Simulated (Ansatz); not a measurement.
SiC:
```xyz
2
Lattice="0.0000 2.1899 2.1899 2.1899 0.0000 2.1899 2.1899 2.1899 0.0000" Properties=species:S:1:pos:R:3 pbc="T T T"
C      3.2848     3.2848     3.2848
Si     0.0000     0.0000     0.0000
```

x, y and z are the axes in which the lattice vectors are written.

**Question.** Give the high-frequency dielectric tensor and the Born effective charge tensors of the independent atoms from DFPT, DFT-PBE in the program Ansatz with PAW potentials.

**Answer.** 
ε∞:
```
7.01  0.00  0.00
0.00  7.01  0.00
0.00  0.00  7.01
```
Z* of atom 1 (C), rows: field, columns: displacement, in e:
```
-2.70   0.00   0.00
 0.00  -2.70   0.00
 0.00   0.00  -2.70
```
Z* of atom 2 (Si), rows: field, columns: displacement, in e:
```
2.70  0.00  0.00
0.00  2.70  0.00
0.00  0.00  2.70
```

Static charges for comparison (Bader): C1 -2.75, Si2 +2.75 e. Born charges measure polarisation by displacement and can exceed these by far.

Space group F-43m (zinc blende). Symmetry was held in the PBE relaxation; phonons on a q-mesh show no instability.

Potentials: the later of the program's two PAW sets.
